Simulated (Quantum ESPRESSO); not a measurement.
Ge2GaN3S, a curve over one atom's position

Computed values, not a measurement. The program is pw.x of Quantum ESPRESSO 7.5 (plane-wave density functional theory). The cell is made up: 7 atoms on a zincblende/diamond lattice with one site empty, with randomly drawn elements, strain and displacements, not relaxed. PseudoDojo standard norm-conserving files (v0.5 for PBE, v0.4.1 for LDA and PBEsol) set the functional; there is no spin polarisation, spin-orbit coupling or dispersion term, and the masses in the input are unused placeholders. A spin-polarised start on this cell or one of its family kept no moment.

Seven runs move atom 7 (N, counted in the order of the input) along y and keep all else fixed.

Input of the run at -0.0125:

```
&control calculation='scf', pseudo_dir='./dojo.nc.sr.pbe.v0_5.standard.upf', outdir='./o', disk_io='low', tprnfor=.true., tstress=.true. /
&system ibrav=0, nat=7, ntyp=4, nbnd=41, ecutwfc=84.00895049, nosym=.true., tot_charge=0,
 occupations='smearing', smearing='fd', degauss=0.0073498644
/
&electrons conv_thr=7.350e-09, electron_maxstep=60, /
ATOMIC_SPECIES
Ga 1.0 Ga.upf
Ge 1.0 Ge.upf
N 1.0 N.upf
S 1.0 S.upf
CELL_PARAMETERS angstrom
4.8711 0.0387 0.0045
0.0387 4.7665 -0.0628
0.0045 -0.0628 4.7888
ATOMIC_POSITIONS angstrom
Ge -0.0113 -0.0873 0.0205
Ge -0.0373 2.293 2.3117
Ga 2.392 2.3397 -0.0448
N 1.2312 1.1495 1.1399
N 1.2893 3.4791 3.5574
S 3.6863 1.1585 3.4737
N 3.6225 3.6031 1.1543
K_POINTS automatic
6 6 6 1 1 1
```

| shift of atom 7 along y (Å) | free energy less that of the input shown (eV) | Fx on atom 7 (eV/Å) | Fy on atom 7 (eV/Å) | Fz on atom 7 (eV/Å) | pressure (GPa) | iterations |
| --- | --- | --- | --- | --- | --- | --- |
| -0.1009 | -0.0452 | 1.268 | -0.232 | -0.423 | -6.36 | 12 |
| -0.0607 | -0.0307 | 1.230 | -0.487 | -0.449 | -6.48 | 12 |
| -0.0245 | -0.0090 | 1.193 | -0.712 | -0.468 | -6.55 | 12 |
| -0.0125 | 0.0000 | 1.179 | -0.785 | -0.474 | -6.57 | 12 |
| +0.0387 | 0.0481 | 1.117 | -1.091 | -0.492 | -6.60 | 12 |
| +0.0489 | 0.0595 | 1.104 | -1.151 | -0.494 | -6.60 | 12 |
| +0.0946 | 0.1181 | 1.039 | -1.411 | -0.499 | -6.57 | 12 |

A cubic fit gives dFy/dy = -6.04 eV/Å² at zero shift. Across the table the free energy follows the integral of the force to within 0.1 meV. A rerun of one of the cells at 1437 eV and a 8 x 8 x 8 mesh moved values by no more than 0.002 eV in energy, 0.02 GPa in stress and 0.002 eV/Å in force.